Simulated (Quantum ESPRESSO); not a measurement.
# Kohn-Sham bands of ZnCu$_{2}$SnS$_{4}$ (I-42m)

```xyz
8
Lattice="5.3970 0.0000 0.0000 0.0000 5.3970 0.0000 -2.6985 -2.6985 5.3956" Properties=species:S:1:pos:R:3 pbc="T T T"
Zn     0.0000     0.0000     0.0000
Cu    -2.6985     0.0000     2.6978
Cu     0.0000    -2.6985     2.6978
Sn     2.6985     2.6985     0.0000
S      1.3063    -1.3063     1.4380
S     -1.3063    -1.3063    -1.4380
S     -1.3063     1.3063     1.4380
S      1.3063     1.3063    -1.4380
```

Materials Project entry mp-1025500; symmetrised, unrelaxed at this level. Not found in the COD (Crystallography Open Database) copy used, which has the formula in other groups; not checked further. Computed values, not measurements, from LDA: Quantum ESPRESSO (norm-conserving PseudoDojo potentials, cutoff 74 Ry, no spin polarisation, no spin-orbit coupling) on a Γ-centred 4×4×4 mesh, then Wannier90. Density: 6×6×6 mesh, cold smearing 0.01 Ry. A non-magnetic state is assumed, with no Hubbard U on the 3d ions. Spin-orbit coupling is left out although heavy elements are present.

Energies are relative to the Fermi level; weights are on the orthonormalised atomic waves of the pseudopotential files, averaged over the group. 96 electrons a cell are treated as valence.

```tsv
bands	from (eV)	to (eV)	filling	weight on atomic waves
1	-125.27	-125.27	filled	…
2–3	-111.11	-111.11	filled	…
4–6	-79.90	-79.88	filled	…
7–12	-68.96	-68.90	filled	…
13–17	-22.22	-22.12	filled	…
18–21	-14.60	-12.99	filled	…
22	-8.26	-8.07	filled	…
23–27	-7.36	-6.98	filled	…
28–38	-6.44	-2.74	filled	…
39–49	-2.46	1.61	partly filled	…
```

**Question.** Which atomic shells make up each group?

**Answer.** 
- 1, weight on atomic waves: Zn 3s 99 %
- 2–3, weight on atomic waves: Cu 3s 99 %
- 4–6, weight on atomic waves: Zn 3p 100 %
- 7–12, weight on atomic waves: Cu 3p 100 %
- 13–17, weight on atomic waves: Sn 4d 99 %
- 18–21, weight on atomic waves: S 3s 78 %, Sn 5p 6 %, Cu 4s 5 %
- 22, weight on atomic waves: S 3p 37 %, Sn 5s 34 %, Zn 3d 17 %
- 23–27, weight on atomic waves: Zn 3d 89 %, S 3p 7 %
- 28–38, weight on atomic waves: S 3p 63 %, Cu 3d 20 %, Sn 5p 5 %
- 39–49, weight on atomic waves: Cu 3d 68 %, S 3p 22 %

No gap over 0.05 eV opens at the Fermi level at this level of theory.
